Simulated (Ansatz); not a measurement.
The elements of this relaxed trial crystal are hidden behind letters.

```
lattice vectors (Å)
   5.4730    0.0000    0.0000
  -2.7365    4.7398    0.0000
   0.0000    0.0000   11.2212
fractional positions
X 0.3333 0.6667 0.0910
X 0.6667 0.3333 0.9090
X 0.6667 0.3333 0.5910
X 0.3333 0.6667 0.4090
Z 0.3333 0.6667 0.7500
Z 0.6667 0.3333 0.2500
```

The calculation used Ansatz 0.2.0, DFT PBE, scalar-relativistic, plane waves, PAW. Settings of the last relaxation (6-atom cell): 420 eV, 12×12×4 k points, Gaussian smearing of 0.10 eV, no spin polarisation.

| Quantity | Value |
| --- | --- |
| Space group | P6_3/mmc (No. 194) |
| Conventional cell | a = 5.473 Å, c = 11.221 Å |
| Volume per atom | 48.51 Å³ |
| Density | 2.28 g/cm³ |
| Formation energy | −0.12 eV/atom |
| Gap on the 12×12×4 mesh of the 6-atom cell | 0 eV (a metal) |

Energies are uncorrected and count from the elements' standard states at the same level.

Question: X is an s-block element of period 4 and Z is a p-block element of period 5. Which elements are they?

Answer: X = K, Z = Sb, so the formula is K2Sb. Density times volume gives a mean mass of 2.28 × 48.51/1.6605 = 66.6 u per atom, and this set has 66.7 u. Among the elements that the hints allow, noble gases aside, only these give it. Around K lie 4 K at 3.57–3.76 Å and 4 Sb at 3.63–3.83 Å; around Sb lie 8 K at 3.63–3.83 Å.

Spin–orbit coupling, which can matter for Sb, is left out. The cell is a metal run without spin; a magnetic state may lie lower. A structure relaxed within its symmetry needn't be a true minimum.
